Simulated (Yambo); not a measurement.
Absorption of SiO₂ (space group Imma, No. 74) with and without the electron-hole interaction (Yambo, PBEsol bands; 4×4×4 mesh, 16 valence and 8 conduction bands, static screening with 114 bands and a 3 Ry block, scissor 2.98 eV, Tamm-Dancoff; field along x). Axes are Cartesian, with cell vectors (Å) (-2.62, 4.78, 4.44), (2.62, -4.78, 4.44), (2.62, 4.78, -4.44).

```json
[
 {"E (eV)": "6.20", "Im ε, BSE": "0.02", "Im ε, independent quasiparticles": "0.01"},
 {"E (eV)": "6.30", "Im ε, BSE": "0.03", "Im ε, independent quasiparticles": "0.01"},
 {"E (eV)": "6.40", "Im ε, BSE": "0.03", "Im ε, independent quasiparticles": "0.01"},
 {"E (eV)": "6.50", "Im ε, BSE": "0.03", "Im ε, independent quasiparticles": "0.01"},
 {"E (eV)": "6.60", "Im ε, BSE": "0.03", "Im ε, independent quasiparticles": "0.01"},
 {"E (eV)": "6.70", "Im ε, BSE": "0.03", "Im ε, independent quasiparticles": "0.01"},
 {"E (eV)": "6.80", "Im ε, BSE": "0.04", "Im ε, independent quasiparticles": "0.01"},
 {"E (eV)": "6.90", "Im ε, BSE": "0.04", "Im ε, independent quasiparticles": "0.01"},
 {"E (eV)": "7.00", "Im ε, BSE": "0.05", "Im ε, independent quasiparticles": "0.01"},
 {"E (eV)": "7.10", "Im ε, BSE": "0.05", "Im ε, independent quasiparticles": "0.01"},
 {"E (eV)": "7.20", "Im ε, BSE": "0.06", "Im ε, independent quasiparticles": "0.01"},
 {"E (eV)": "7.30", "Im ε, BSE": "0.06", "Im ε, independent quasiparticles": "0.01"},
 {"E (eV)": "7.40", "Im ε, BSE": "0.07", "Im ε, independent quasiparticles": "0.01"},
 {"E (eV)": "7.50", "Im ε, BSE": "0.08", "Im ε, independent quasiparticles": "0.01"},
 {"E (eV)": "7.60", "Im ε, BSE": "0.09", "Im ε, independent quasiparticles": "0.01"},
 {"E (eV)": "7.70", "Im ε, BSE": "0.11", "Im ε, independent quasiparticles": "0.01"},
 {"E (eV)": "7.80", "Im ε, BSE": "0.14", "Im ε, independent quasiparticles": "0.01"},
 {"E (eV)": "7.90", "Im ε, BSE": "0.19", "Im ε, independent quasiparticles": "0.01"},
 {"E (eV)": "8.00", "Im ε, BSE": "0.26", "Im ε, independent quasiparticles": "0.01"},
 {"E (eV)": "8.10", "Im ε, BSE": "0.31", "Im ε, independent quasiparticles": "0.01"},
 {"E (eV)": "8.20", "Im ε, BSE": "0.33", "Im ε, independent quasiparticles": "0.01"},
 {"E (eV)": "8.30", "Im ε, BSE": "0.40", "Im ε, independent quasiparticles": "0.02"},
 {"E (eV)": "8.40", "Im ε, BSE": "0.57", "Im ε, independent quasiparticles": "0.02"},
 {"E (eV)": "8.50", "Im ε, BSE": "0.85", "Im ε, independent quasiparticles": "0.02"},
 {"E (eV)": "8.60", "Im ε, BSE": "1.22", "Im ε, independent quasiparticles": "0.02"},
 {"E (eV)": "8.70", "Im ε, BSE": "1.56", "Im ε, independent quasiparticles": "0.02"},
 {"E (eV)": "8.80", "Im ε, BSE": "2.23", "Im ε, independent quasiparticles": "0.02"},
 {"E (eV)": "8.90", "Im ε, BSE": "3.14", "Im ε, independent quasiparticles": "0.02"},
 {"E (eV)": "9.00", "Im ε, BSE": "3.84", "Im ε, independent quasiparticles": "0.03"},
 {"E (eV)": "9.10", "Im ε, BSE": "3.57", "Im ε, independent quasiparticles": "0.03"},
 {"E (eV)": "9.20", "Im ε, BSE": "2.29", "Im ε, independent quasiparticles": "0.03"},
 {"E (eV)": "9.30", "Im ε, BSE": "1.42", "Im ε, independent quasiparticles": "0.04"},
 {"E (eV)": "9.40", "Im ε, BSE": "1.00", "Im ε, independent quasiparticles": "0.04"},
 {"E (eV)": "9.50", "Im ε, BSE": "0.89", "Im ε, independent quasiparticles": "0.04"},
 {"E (eV)": "9.60", "Im ε, BSE": "0.93", "Im ε, independent quasiparticles": "0.05"},
 {"E (eV)": "9.70", "Im ε, BSE": "1.05", "Im ε, independent quasiparticles": "0.06"},
 {"E (eV)": "9.80", "Im ε, BSE": "1.29", "Im ε, independent quasiparticles": "0.06"},
 {"E (eV)": "9.90", "Im ε, BSE": "1.78", "Im ε, independent quasiparticles": "0.07"},
 {"E (eV)": "10.00", "Im ε, BSE": "1.86", "Im ε, independent quasiparticles": "0.08"},
 {"E (eV)": "10.10", "Im ε, BSE": "1.61", "Im ε, independent quasiparticles": "0.09"},
 {"E (eV)": "10.20", "Im ε, BSE": "1.37", "Im ε, independent quasiparticles": "0.11"},
 {"E (eV)": "10.30", "Im ε, BSE": "1.19", "Im ε, independent quasiparticles": "0.13"},
 {"E (eV)": "10.40", "Im ε, BSE": "1.05", "Im ε, independent quasiparticles": "0.16"},
 {"E (eV)": "10.50", "Im ε, BSE": "1.01", "Im ε, independent quasiparticles": "0.19"},
 {"E (eV)": "10.60", "Im ε, BSE": "0.81", "Im ε, independent quasiparticles": "0.24"},
 {"E (eV)": "10.70", "Im ε, BSE": "0.73", "Im ε, independent quasiparticles": "0.29"},
 {"E (eV)": "10.80", "Im ε, BSE": "0.66", "Im ε, independent quasiparticles": "0.36"},
 {"E (eV)": "10.90", "Im ε, BSE": "0.68", "Im ε, independent quasiparticles": "0.48"},
 {"E (eV)": "11.00", "Im ε, BSE": "0.64", "Im ε, independent quasiparticles": "0.57"},
 {"E (eV)": "11.10", "Im ε, BSE": "0.61", "Im ε, independent quasiparticles": "0.57"},
 {"E (eV)": "11.20", "Im ε, BSE": "0.58", "Im ε, independent quasiparticles": "0.62"},
 {"E (eV)": "11.30", "Im ε, BSE": "0.55", "Im ε, independent quasiparticles": "0.67"},
 {"E (eV)": "11.40", "Im ε, BSE": "0.59", "Im ε, independent quasiparticles": "0.78"},
 {"E (eV)": "11.50", "Im ε, BSE": "0.57", "Im ε, independent quasiparticles": "0.91"},
 {"E (eV)": "11.60", "Im ε, BSE": "0.63", "Im ε, independent quasiparticles": "1.06"},
 {"E (eV)": "11.70", "Im ε, BSE": "0.61", "Im ε, independent quasiparticles": "1.16"},
 {"E (eV)": "11.80", "Im ε, BSE": "0.63", "Im ε, independent quasiparticles": "1.20"},
 {"E (eV)": "11.90", "Im ε, BSE": "0.66", "Im ε, independent quasiparticles": "1.24"},
 {"E (eV)": "12.00", "Im ε, BSE": "0.76", "Im ε, independent quasiparticles": "1.31"},
 {"E (eV)": "12.10", "Im ε, BSE": "0.87", "Im ε, independent quasiparticles": "1.47"},
 {"E (eV)": "12.20", "Im ε, BSE": "0.79", "Im ε, independent quasiparticles": "1.71"},
 {"E (eV)": "12.30", "Im ε, BSE": "0.71", "Im ε, independent quasiparticles": "1.94"},
 {"E (eV)": "12.40", "Im ε, BSE": "0.57", "Im ε, independent quasiparticles": "1.94"},
 {"E (eV)": "12.50", "Im ε, BSE": "0.55", "Im ε, independent quasiparticles": "1.88"},
 {"E (eV)": "12.60", "Im ε, BSE": "0.52", "Im ε, independent quasiparticles": "1.86"},
 {"E (eV)": "12.70", "Im ε, BSE": "0.51", "Im ε, independent quasiparticles": "1.80"},
 {"E (eV)": "12.80", "Im ε, BSE": "0.45", "Im ε, independent quasiparticles": "1.74"},
 {"E (eV)": "12.90", "Im ε, BSE": "0.43", "Im ε, independent quasiparticles": "1.78"}
]
```

The scissor comes from a G0W0 run whose convergence isn't established. Broadening 0.15 eV. The band window holds all transitions up to 12.9 eV. Fine structure above the onset can come from the mesh.

Geometry of the Materials Project entry, not relaxed at this level; primitive cell a = 7.030 Å, b = 7.030 Å, c = 7.030 Å, α = 136.18°, β = 94.40°, γ = 101.64°.

This is not the ordinary phase of the substance; no match was found in the copy of COD used, and its stability was not checked.
